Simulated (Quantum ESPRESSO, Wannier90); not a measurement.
Wannierisation of Al$_{2}$HgS$_{4}$ (I-4)

Materials Project entry mp-7906; symmetrised, unrelaxed at this level. COD (Crystallography Open Database) has an entry of this formula and space group (matched by these alone). Method: PBEsol plane waves in Quantum ESPRESSO 7.5 (PseudoDojo norm-conserving files, 53 Ry, no spin polarisation, no spin-orbit coupling), Bloch states on a 4×4×4 mesh through Γ, Wannier90 4.0.1. Density: 6×6×6 mesh, cold smearing 0.01 Ry. Spin-orbit coupling is left out although heavy elements are present.

```
begin unit_cell_cart
ang
    5.5758300000    0.0000000000    0.0000000000
    0.0000000000    5.5758300000    0.0000000000
   -2.7879150000   -2.7879150000    5.1229900000
end unit_cell_cart
mp_grid = 4 4 4
```

Question: Which shells of neighbouring k-points and which b-vectors and weights does Wannier90 pick for this cell and mesh?

Answer: 
```
 *---------------------------------- K-MESH ----------------------------------*
 +----------------------------------------------------------------------------+
 |                    Distance to Nearest-Neighbour Shells                    |
 |                    ------------------------------------                    |
 |          Shell             Distance (Ang^-1)          Multiplicity         |
 |          -----             -----------------          ------------         |
 |             1                   0.306617                      2            |
 |             2                   0.320729                      8            |
 |             3                   0.398406                      4            |
 |             4                   0.502734                      8            |
 |             5                   0.539347                      8            |
 |             6                   0.563430                      4            |
 |             7                   0.613234                      2            |
 |             8                   0.641458                      8            |
       ... (lines left out)
 +----------------------------------------------------------------------------+
 | The b-vectors are chosen automatically                                     |
 | The following shells are used:                       1,  2                 |
 +----------------------------------------------------------------------------+
 |                        Shell   # Nearest-Neighbours                        |
 |                        -----   --------------------                        |
 |                          1               2                                 |
 |                          2               8                                 |
 +----------------------------------------------------------------------------+
 | Completeness relation is fully satisfied [Eq. (B1), PRB 56, 12847 (1997)]  |
 +----------------------------------------------------------------------------+
 |                  b_k Vectors (Ang^-1) and Weights (Ang^2)                  |
 |                  ----------------------------------------                  |
 |            No.         b_k(x)      b_k(y)      b_k(z)        w_b           |
 |            ---        --------------------------------     --------        |
 |             1         0.000000    0.000000    0.306617     2.168291        |
 |             2         0.000000    0.000000   -0.306617     2.168291        |
 |             3         0.000000    0.281715    0.153309     3.150063        |
 |             4         0.281715    0.000000    0.153309     3.150063        |
 |             5         0.000000    0.281715   -0.153309     3.150063        |
 |             6         0.281715    0.000000   -0.153309     3.150063        |
 |             7         0.000000   -0.281715   -0.153309     3.150063        |
 |             8         0.000000   -0.281715    0.153309     3.150063        |
 |             9        -0.281715    0.000000   -0.153309     3.150063        |
 |            10        -0.281715    0.000000    0.153309     3.150063        |
```
